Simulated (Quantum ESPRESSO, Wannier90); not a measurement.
## GeSe (rock salt): Wannier90 run

Cell from Materials Project (mp-10759), symmetrised, no further relaxation. Not found in the COD (Crystallography Open Database) copy used, which has the formula in other groups; not checked further. Level: PBEsol, no spin polarisation, no spin-orbit coupling; pw.x of Quantum ESPRESSO at 69 Ry with PseudoDojo potentials, 10×10×10 k-points, Wannier90. Density: 10×10×10 mesh, cold smearing 0.01 Ry. Spin-orbit coupling, left out, would split the p-like bands by a few tenths of an eV. The gap is small at this level and was sampled on the meshes and a path alone.

Input w.win:

```
num_bands = 15
num_wann = 8
exclude_bands = 1-10
num_iter = 0
conv_tol = 1.0e-6
conv_window = 4
dis_num_iter = 1000
dis_conv_tol = 1.0e-6
dis_froz_max = 11.95
write_hr = true
write_u_matrices = true
begin projections
Ge: s;p
Se: s;p
end projections
begin unit_cell_cart
ang
    0.0000000000    2.8084550000    2.8084550000
    2.8084550000    0.0000000000    2.8084550000
    2.8084550000    2.8084550000    0.0000000000
end unit_cell_cart
begin atoms_frac
Ge   0.0000000000  0.0000000000  0.0000000000
Se   0.5000000000  0.5000000000  0.5000000000
end atoms_frac
mp_grid = 10 10 10
begin kpoints
0.0000000000 0.0000000000 0.0000000000
0.0000000000 0.0000000000 0.1000000000
0.0000000000 0.0000000000 0.2000000000
... (997 more lines: the 10x10x10 mesh through Gamma)
end kpoints
```

On the energy scale of pw.x, whose zero is arbitrary, the valence-band maximum lies at 10.30 eV. Lines of w_hr.dat (R1 R2 R3 m n Re Im, eV) for R = 0 and one of the shortest lattice vectors, rounded to 0.01 eV, lines under 0.02 eV left out; orbitals in order: Ge1 s, Ge1 pz, Ge1 px, Ge1 py, Se2 s, Se2 pz, Se2 px, Se2 py.

```
    0    0    0    1    1     3.40     0.00
    0    0    0    2    2    11.34     0.00
    0    0    0    3    3    11.34     0.00
    0    0    0    4    4    11.34     0.00
    0    0    0    5    5    -2.05     0.00
    0    0    0    6    6     8.69     0.00
    0    0    0    7    7     8.69     0.00
    0    0    0    8    8     8.69     0.00
   -1    0    0    2    2     0.06     0.00
   -1    0    0    4    2     0.18     0.00
   -1    0    0    3    3    -0.04     0.00
   -1    0    0    2    4     0.18     0.00
   -1    0    0    4    4     0.06     0.00
   -1    0    0    1    5    -0.65     0.00
   -1    0    0    3    5    -1.25     0.00
   -1    0    0    2    6    -0.53     0.00
   -1    0    0    8    6     0.07     0.00
   -1    0    0    1    7     1.38     0.00
   -1    0    0    3    7     2.25     0.00
   -1    0    0    4    8    -0.53     0.00
   -1    0    0    6    8     0.07     0.00
```
